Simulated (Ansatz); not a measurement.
YSi2:
```
CELL_PARAMETERS angstrom
      4.07024     0.00000     0.00000
     -2.03512     3.52493     0.00000
      0.00000     0.00000     4.00069
ATOMIC_POSITIONS crystal
  Y  0.00000 0.00000 0.00000
  Si 0.33333 0.66667 0.50000
  Si 0.66667 0.33333 0.50000
```

Relaxed with r²SCAN. Special points in fractions of this cell's reciprocal vectors: Γ (0.000, 0.000, 0.000); M (0.500, 0.000, 0.000); K (0.333, 0.333, 0.000); A (0.000, 0.000, 0.500); L (0.500, 0.000, 0.500); H (0.333, 0.333, 0.500).

Problem. List the band energies nearest the Fermi level at these points for DFT-r²SCAN in the program Ansatz with PAW potentials.

Solution. In eV from the Fermi level; about four levels below and three above (degenerate sets whole), none deeper than 8.9 eV; points with the same levels are listed once.

```json
[
 {"k": "Γ", "below": "-3.63 -3.63 -2.57 -1.40 -1.14", "above": "1.02 1.02 2.73 2.73"},
 {"k": "M", "below": "-4.25 -2.71 -2.67", "above": "0.78 1.66 2.96"},
 {"k": "K", "below": "-6.58 -1.73 -1.73", "above": "1.01 1.01 1.47"},
 {"k": "A", "below": "-2.75 -2.75 -1.16 -1.16", "above": "0.03 0.73 0.73"},
 {"k": "L", "below": "-4.83 -3.57 -3.53 -0.40", "above": "3.71 3.84 4.28"},
 {"k": "H", "below": "-5.40 -3.27 -3.27", "above": "1.62 2.77 2.77"}
]
```

Space group P6/mmm. Its axis ratio c/a = 0.98 departs by over 6 % from that of the usual cell of this phase: another minimum, or an error of the functional. Symmetry was held in the r²SCAN relaxation; its stability against distortions is not shown here. The run is not spin-polarised. Spin–orbit coupling is left out wherever it is not named.

Potentials: the later of the program's two PAW sets.
